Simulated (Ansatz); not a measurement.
# Property card for Hf₅F

Theory: Ansatz, DFT PBE, scalar-relativistic, plane waves, PAW.

Plane waves to 420 eV, a k mesh through Γ of 12×12×4 on the computed 6-atom cell and Gaussian smearing (0.10 eV); no spin polarisation.

The structure is relaxed at this level of theory with its symmetry kept, and needn't be the ground state of this composition.

Space group P4/mmm (No. 123), tetragonal, a = 3.118 Å, c = 12.558 Å. Hf on a site of symmetry 4mm is surrounded by 12 Hf at 3.07–3.22 Å; around Hf on a second site of symmetry 4mm lie 4 F at 2.85 Å, 8 Hf at 3.07–3.12 Å and 1 Hf at 3.61 Å; around Hf on a site of symmetry 4/mmm lie 12 Hf at 3.12–3.22 Å; around F lie 8 Hf at 2.85 Å and 4 F at 3.12 Å.

| Item | Value |
| --- | --- |
| Volume per atom | 137.3 bohr³ |
| Formation energy from the elements' standard states (uncorrected) | -0.348 eV/atom |
| Kohn–Sham band gap | none (metal) |
| Density of states at the Fermi level | 5.7 states/eV per cell |
| Orbital (Löwdin) character within 0.5 eV of the Fermi level | Hf 5d 86 %, unprojected 5 % |
| Bader charge by site (e) | Hf (2 in the cell) 0.30, Hf (2 in the cell) 0.21, Hf (1 in the cell) -0.08, F (1 in the cell) -0.95 |

Spin-orbit coupling is left out, which matters for the bands of heavy elements. Spin polarisation was left out, and a magnetic state may lie lower.

Another cell of Hf5F relaxed alike, in P-6m2, lies 121 meV/atom lower, so this cell isn't the stable form at this level.

The cell was found from a structure generator's guess, not taken from experiment. Löwdin shares on free-atom orbitals overweight diffuse shells.
